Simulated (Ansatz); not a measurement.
# Equation of state of YCu$_{5}$

A database entry relaxed whole under r2SCAN (P6/mmm):

```
CELL_PARAMETERS angstrom
4.99856 0.00000 0.00000
-2.49928 4.32888 0.00000
0.00000 0.00000 4.04000
ATOMIC_POSITIONS crystal
Y 0.00000 0.00000 0.00000
Cu 0.50000 0.00000 0.50000
Cu 0.50000 0.50000 0.50000
Cu 0.00000 0.50000 0.50000
Cu 0.33333 0.66667 0.00000
Cu 0.66667 0.33333 0.00000
```

The cell was scaled uniformly, its shape held, and the atoms relaxed at each volume with plane-wave PAW DFT (Ansatz 0.2.0; r2SCAN, 500 eV, 8×8×8 Γ-centred mesh, fermi-dirac occupations of width 0.100 eV; no spin, no spin-orbit coupling). One row is withheld.

```csv
volume (Å³/atom),energy over the lowest (meV/atom),pressure (GPa)
13.696,22.6,8.78
13.987,?,?
14.278,2.3,2.58
14.570,0.0,-0.03
14.861,2.2,-2.36
15.152,8.4,-4.44
15.444,18.2,-6.29
```

Fit the pressures of the other rows to the third-order Birch-Murnaghan form.

With f = [(V₀/V)^(2/3) − 1]/2 and P = 3B₀f(1 + 2f)^(5/2)[1 + 3(B₀′ − 4)f/2], least squares gives V₀ = 14.57 Å³ an atom, B₀ = 123 GPa and B₀′ = 4.7; the rows miss the fit by less than 0.01 GPa. The slope of the energies differs from these pressures by less than 0.05 GPa.

What does the withheld row hold?

The fit gives 5.51 GPa at 13.987 Å³; the run gave 5.51 GPa and 9.7 meV an atom.

Caveats: the shape of the cell was held, so B₀ is an upper bound where the axes differ in stiffness; 0 K, fixed nuclei; the symmetry was kept, and this need not be the phase that is stable at 0 K; one mesh for all volumes; pressure is positive in compression.
